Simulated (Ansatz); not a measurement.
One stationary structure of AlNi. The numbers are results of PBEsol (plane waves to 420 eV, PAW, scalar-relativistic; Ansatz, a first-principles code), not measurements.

```
CELL_PARAMETERS angstrom
      2.86183     0.00000     0.00000
      0.00000     2.86183     0.00000
      0.00000     0.00000     2.86183
ATOMIC_POSITIONS crystal
  Al 0.00000 0.00000 0.00000
  Ni 0.50000 0.50000 0.50000
```

### Question
Find the space group and the Wyckoff positions (tolerance 0.01 Å).

### Answer
Space group Pm-3m (No. 221); a = 2.8618 Å, b = 2.8618 Å, c = 2.8618 Å, α = 90.00°, β = 90.00°, γ = 90.00°

| atom | site | symmetry | x | y | z |
|---|---|---|---|---|---|
| Al | 1a | m-3m | 0.0000 | 0.0000 | 0.0000 |
| Ni | 1b | m-3m | 0.5000 | 0.5000 | 0.5000 |

This is the CsCl type.

### Question
Give the shortest distances between elements (the closest pairs, up to four, under 3.6 Å).

### Answer
Al–Ni 2.48 Å; Al–Al 2.86 Å; Ni–Ni 2.86 Å.

```json
{
 "volume_per_atom": "11.72 Å³",
 "density": "6.07 g/cm³",
 "band_gap": "zero (metallic)",
 "magnetic_moment": "zero (the starting moments vanished)"
}
```

No spin polarisation in the result: the starting moments vanished. A magnetic state may lie lower.

Measured for AlNi: a 2.882 Å (static lattice; corrected from measurement; as listed in H. Levämäki et al., Physical Review B (2014)). Computed minus measured — a: PBEsol -0.7 %. The computed values are for a static lattice.

The run could not lose the symmetry of its start; a randomly shaken copy of 2 atoms returns to this structure.

All atoms sit on sites fixed by symmetry, so only the cell could relax.
